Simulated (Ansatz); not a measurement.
Ag (9R (Sm type), R-3m) at seven volumes, the program Ansatz at the LDA level (PAW), shape and atoms relaxed at each. One row is withheld.

```
V (Å³/atom)  P (GPa)
-----------  -------
14.576             ?
15.056         10.19
15.537          4.60
16.017          0.01
16.498         -3.75
16.978         -6.82
17.459         -9.33
```

### Question
Fit the shown pressures and predict the withheld one.

### Answer
P = (3/2)B₀(x^(7/2) − x^(5/2))[1 + (3/4)(B′ − 4)(x − 1)] with x = (V₀/V)^(2/3). Least squares on the six rows gives V₀ = 16.019 Å³/atom, B₀ = 138 GPa, B′ = 5.63. At V = 14.576, x = 1.0650 and P = 16.99 GPa. The run itself gave 17.00 GPa.

The workflow started from a Materials Project entry (that database holds measured and hypothetical structures alike); the Crystallography Open Database copy checked does not list it. It is not the phase usual at ambient conditions (space group No. 225). Symmetry was held in the LDA relaxation; its stability against distortions is not shown here. No spin polarisation was allowed.

Potentials: the later of the program's two PAW sets.
